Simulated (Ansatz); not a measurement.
The relaxed structure here is a generated cell of SrVO3: the first start was made by placing the elements on the sites of a structure type, and the end was not matched to a known phase here, so it may be hypothetical. Known forms of SrVO3 include space group No. 221.

One stationary structure of SrVO3. Space group R-3m (No. 166). All values below come from PBEsol (plane waves to 420 eV, PAW, scalar-relativistic; Ansatz, a program for electronic structure).

```xyz
10
Lattice="2.6056 1.5043 5.1911 -2.6056 1.5043 5.1911 0.0000 -3.0087 5.1911" Properties=species:S:1:pos:R:3 pbc="T T T"
Sr     0.0000     0.0000     5.8613
Sr     0.0000     0.0000     9.7121
O     -1.2785     0.7382     3.7836
O      0.0000    -1.4763     3.7836
O      1.2785     0.7382     3.7836
O      1.2785    -0.7382    11.7898
O      0.0000     1.4763    11.7898
O     -1.2785    -0.7382    11.7898
V      0.0000     0.0000     2.5366
V      0.0000     0.0000    13.0368
```

**Question.** Give the band gap at the level PBEsol.

**Answer.** No gap: a half-metal at this level (one spin channel is gapped at the Fermi level).

**Question.** Estimate the magnetic moment that PBEsol returns for this input.

**Answer.** Net 0.20 μB/atom, ferromagnetic.

Spin state reached: ferromagnetic (net 0.20 μB/atom), from parallel starting moments; other spin orders were not run from this start. No Hubbard U is applied.

The run could not lose the symmetry of its start: the end is stationary, and may be a saddle point rather than a minimum.
